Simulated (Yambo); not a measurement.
G0W0@LDA for AlN (zinc blende, space group F-43m, No. 216) in Yambo (6×6×6 mesh, 14 Ry block, plasmon pole, screening fixed), without a terminator:

| bands N in G | gap Γ → X (eV) | shift of the valence edge (eV) |
|---|---|---|
| 23 | 4.502 | -0.446 |
| 47 | 4.669 | -0.784 |
| 77 | 4.754 | -0.918 |

Task: Extrapolate both columns to infinite N with E(N) = E∞ + A/N, test the form, and compare with the terminator.

Result: From two points, E∞ = (N2 E2 − N1 E1)/(N2 − N1). The two largest N give 4.89 eV for the gap and -1.13 eV for the shift; the two smallest give 4.83 eV and -1.11 eV. For the gap the slopes A are -7.5 and -10 eV: the form isn't reached, and its limit is uncertain. For the shift the slopes A are 15 and 16 eV: the 1/N form holds. With the Bruneval-Gonze terminator and 77 bands the run gives 4.85 eV and -1.04 eV, 0.04 eV and 0.09 eV from the extrapolated values: the terminator too is an estimate of the remainder. Block, mesh and the bands in W are held fixed.

Geometry relaxed with LDA; primitive cell a = 3.0640 Å, b = 3.0640 Å, c = 3.0640 Å, α = 60.00°, β = 60.00°, γ = 60.00°.

This is not the ordinary phase of the substance; no match was found in the copy of COD used, and its stability was not checked.

A shift is the quasiparticle energy of the state minus its LDA energy.
